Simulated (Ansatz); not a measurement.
**Zone-centre phonons of SiHg₃S at -0.7 GPa: input and output**

Computed with Ansatz, DFT LDA, scalar-relativistic, plane waves, PAW.

Launched with:
```bash
ansatz run input.yaml --threads 1 --pin off --max-ram 1280MiB --backend cpu --events-out ev --progress --plain --runs-dir out
```

Input (bare energies are in eV):
```yaml
crystal:
  lattice:
    - [5.0307, 0.0, 0.0]
    - [0.0, 5.0307, 0.0]
    - [0.0, 0.0, 5.0307]
  atoms:
    - { symbol: Si, position: [0.0, 0.0, 0.0] }
    - { symbol: S, position: [0.5, 0.5, 0.5] }
    - { symbol: Hg, position: [0.5, 0.5, 0.0] }
    - { symbol: Hg, position: [0.5, 0.0, 0.5] }
    - { symbol: Hg, position: [0.0, 0.5, 0.5] }
basis:
  ecutwfc: 420
kpoints:
  mp_grid: { grid: [8, 8, 8] }
hamiltonian:
  xc: lda
scf:
  occupations: { method: fermi_dirac, width: 0.15 }
output:
  eigenvalues: true
phonons:
  method: dfpt
  eigenvectors: true
```

The end of the output:
```
--- Phonons (Γ-DFPT): 4 representative perturbations + reference, on 125 of 512 k-points (Σ response iterations 30) ---
  k mesh reduced under 8 symmetry operations, with k and −k counted as one. Each operation leaves every solved displacement unchanged or reverses it
  ASR residual: 2.935e-4 → 0.000e0 eV/Å²; symmetrization residual: 2.685e-5 eV/Å²
  ASR residual per site (eV/Å²): 8.25e-5 2.93e-4 1.64e-4 1.64e-4 1.64e-4
  Γ frequencies (cm⁻¹): -107.57 -107.57 -107.57 -38.63 -38.63 -38.63 0.00 0.00 0.00 38.17 38.17 38.17 299.25 299.25 299.25
  non-analytic LO–TO correction: not included (Born effective charges unavailable; polar crystals: no LO–TO splitting at Γ)
```

Time: 18 min on 1 thread of Arm Neoverse N1, on a shared host, peak memory 0.96 GiB.

Its imaginary modes show that this cell, the ideal cubic antiperovskite prototype, isn't a minimum of the energy. In a metal, frequencies and elastic constants depend on the k mesh and the smearing, soft modes and shear constants most. Spin–orbit coupling is left out, which matters for heavy elements. A semilocal functional can close a gap that the real compound has.

Negative frequencies stand for imaginary ones: the cell is unstable against these modes.